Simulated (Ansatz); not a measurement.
Relaxed-ion elastic tensor of SiC (wurtzite, P6_3mc) in GPa (Voigt order), PBE in the plane-wave PAW code Ansatz; density 3.17 g/cm³, 10.50 Å³ per atom.

|  | 1 | 2 | 3 | 4 | 5 | 6 |
|---|---|---|---|---|---|---|
| 1 | 493 | 101 | 50.2 | 0.0 | 0.0 | 0.0 |
| 2 | 101 | 493 | 50.2 | 0.0 | 0.0 | 0.0 |
| 3 | 50.2 | 50.2 | 531 | 0.0 | 0.0 | 0.0 |
| 4 | 0.0 | 0.0 | 0.0 | 151 | 0.0 | 0.0 |
| 5 | 0.0 | 0.0 | 0.0 | 0.0 | 151 | 0.0 |
| 6 | 0.0 | 0.0 | 0.0 | 0.0 | 0.0 | 196 |

Is the crystal mechanically stable?

Yes: the smallest eigenvalue of C is 151 GPa.

Work out the Voigt, Reuss and Hill averages.

K_V = 213, K_R = 213, K_H = 213; G_V = 187, G_R = 181, G_H = 184 GPa.

Give Young's modulus, Poisson's ratio, Pugh's ratio and the universal anisotropy index.

E = 9KG/(3K + G) = 429 GPa; ν = 0.16; K/G = 1.16 (brittle by the Pugh limit of 1.75); A_U = 5G_V/G_R + K_V/K_R − 6 = 0.16.

Estimate the sound speeds and the Debye temperature.

v_l = √((K + 4G/3)/ρ) = 12000 m/s, v_t = √(G/ρ) = 7620 m/s, mean 8380 m/s; Θ = (h/k)(3n/4πV)^(1/3) v_m = 1140 K.

How much does each axis shrink under pressure?

Linear compressibilities β_i = Σ_j S_ij (j = 1 to 3): x 1.5, y 1.5, z 1.6 per TPa.

The cell was relaxed with PBE under the symmetry of its start; phonons on a q-mesh show no instability.

Potentials: the later of the program's two PAW sets.
